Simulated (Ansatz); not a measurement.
Method: Ansatz, DFT PBE, scalar-relativistic, plane waves, PAW. All cells share a 420 eV cutoff and Γ-centred k meshes spaced at most about 0.3 Å⁻¹ (about 0.25 or finer for metals, 2π included). Collinear spin in cells that started with moments and kept them past the coarse steps, no spin elsewhere.

These are static total energies at zero pressure. All come from trial cells, and lower structures may exist.

**Question.** Which of these relaxed structures of Tl3Sb2Mo is the lowest in energy?
A.

```
CELL_PARAMETERS angstrom
3.84292 0.00000 0.00000
0.00000 3.84292 0.00000
0.00000 0.00000 10.72556
ATOMIC_POSITIONS crystal
Tl 0.00000 0.00000 0.63653
Tl 0.00000 0.00000 0.36347
Tl 0.00000 0.00000 0.00000
Sb 0.50000 0.50000 0.77321
Sb 0.50000 0.50000 0.22679
Mo 0.50000 0.50000 0.50000
```

B.

```
CELL_PARAMETERS angstrom
3.30596 1.90869 4.34805
-3.30596 1.90869 4.34805
0.00000 -3.81739 4.34805
ATOMIC_POSITIONS crystal
Tl 0.00000 0.50000 0.00000
Tl 0.00000 0.00000 0.50000
Tl 0.50000 0.00000 0.00000
Sb 0.38799 0.38799 0.38799
Sb 0.61201 0.61201 0.61201
Mo 0.00000 0.00000 0.00000
```

C.

```
CELL_PARAMETERS angstrom
5.88296 0.00000 0.00000
-2.94148 5.09479 0.00000
0.00000 0.00000 6.12951
ATOMIC_POSITIONS crystal
Tl 0.50000 0.00000 0.50000
Tl 0.50000 0.50000 0.50000
Tl 0.00000 0.50000 0.50000
Sb 0.33333 0.66667 0.00000
Sb 0.66667 0.33333 0.00000
Mo 0.00000 0.00000 0.00000
```

D.

```
CELL_PARAMETERS angstrom
3.00074 1.73248 5.99336
-3.00074 1.73248 5.99336
0.00000 -3.46496 5.99336
ATOMIC_POSITIONS crystal
Tl 0.50000 0.50000 0.00000
Tl 0.00000 0.50000 0.50000
Tl 0.50000 0.00000 0.50000
Sb 0.85204 0.85204 0.85204
Sb 0.14796 0.14796 0.14796
Mo 0.00000 0.00000 0.00000
```

**Answer.** A. It has space group P4/mmm (No. 123); the next, D, with space group R-3m (No. 166), lies 31 meV/atom higher. Largest moments: A 0.0 μB, D no spin, B 1.7 μB, C 3.1 μB. Counting Sb atoms around Mo and Tl (those within 1.25 times the shortest such distance or 1.15 times the sum of covalent radii; the shortest distance is added where it is long for a bond; a slash parts the counts of unlike sites), the lowest has Tl 4/8 from 3.6 Å, Mo 2 and the next has Tl 6 from 3.8 Å, Mo 2. Even the lowest lies +0.49 eV/atom against the elements.

Spin–orbit coupling, which can matter for Sb and Tl, is left out. Another magnetic order may lie lower. Cells relaxed within their symmetry can be saddle points. Some types were kept out of the candidates beforehand, so the set may lack a known form.
